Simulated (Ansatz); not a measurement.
Relaxing a structure of HfSiO4

The start is a relaxed HfSiO4 cell, doubled along one cell vector, shaken by Gaussian noise of σ = 0.08 Å a coordinate. A full variable-cell relaxation at zero pressure is run with PBEsol (plane waves to 420 eV, PAW, scalar-relativistic; Ansatz, a first-principles code). The first steps use a coarse 8×8×2 k-mesh.

Starting cell:
```
CELL_PARAMETERS angstrom
      3.57130     0.00000     0.00000
     -1.78565     3.09284     0.00000
      0.00000     0.00000    10.87175
ATOMIC_POSITIONS crystal
  Hf 0.99886 0.03155 0.26647
  Hf 0.95631 0.97741 0.73842
  Si 0.02302 0.05773 0.00252
  Si 0.99607 0.00282 0.49929
  O  0.32354 0.68515 0.13047
  O  0.30828 0.66882 0.63042
  O  0.66635 0.33455 0.14229
  O  0.66489 0.29000 0.63962
  O  0.66500 0.34079 0.36460
  O  0.64253 0.31448 0.85856
  O  0.33408 0.65987 0.36267
  O  0.29930 0.66539 0.85820
```

Q: What pressure does the first self-consistent step give?

A: +2.8 GPa (positive: the cell is compressed).

Q: What is the largest force in the starting geometry, and on which atom (counted from 1)?

A: 1.43 eV/Å, on Hf2 (atoms numbered as listed).

Q: By how much does the energy per atom fall from start to end?

A: 2.10 eV/atom.

Q: How does the volume per atom move from start to end?

A: -3.1 %, from 10.01 to 9.70 Å³/atom.

Q: Does it find its way back to the structure it was made from?

A: It does not go back: it reaches P1 (No. 1), 2.09 eV/atom below the parent.

Final values are on a 11×10×3 k-mesh of the relaxed cell. No spin polarisation in the result.

The relaxed structure here is a generated cell of HfSiO4: the first start was made by placing the elements on the sites of a structure type, and the end was not matched to a known phase here, so it may be hypothetical.
